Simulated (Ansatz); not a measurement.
In DFT-PBE in the program Ansatz with PAW potentials, AlGaAs2 in the tetragonal phase (P-4m2; Pearson symbol tP8) relaxes to a = 4.059 Å, c = 11.458 Å. Ga has 4 nearest neighbours from 2.49 Å (tetrahedral); As on 1a has 4 nearest neighbours from 2.49 Å (tetrahedral); As on 2f has 4 nearest neighbours from 2.48 Å (tetrahedral); Al has 4 nearest neighbours from 2.48 Å (tetrahedral). Its formation energy from the elements is -0.42 eV/atom, with no fitted shifts.

The Kohn–Sham gap is 0.90 eV (direct). The valence maximum lies at Γ and the conduction minimum at Γ. Gap from PBE with spin–orbit coupling: 0.79 eV. Electrons at the band edge weigh 0.060 mₑ (isotropic).

An equation-of-state fit gives a bulk modulus of 64.0 GPa.

The start of the workflow was typed in or built on a structure type; neither database checked (COD, Materials Project) lists it. Its standing as an ambient phase is unchecked. The PBE relaxation kept the symmetry of its start; its stability against distortions is not shown here. The references are the lowest solids computed at this level, not always the standard phases. Spin–orbit coupling is left out wherever it is not named.

Potentials: the earlier of the program's two PAW sets.
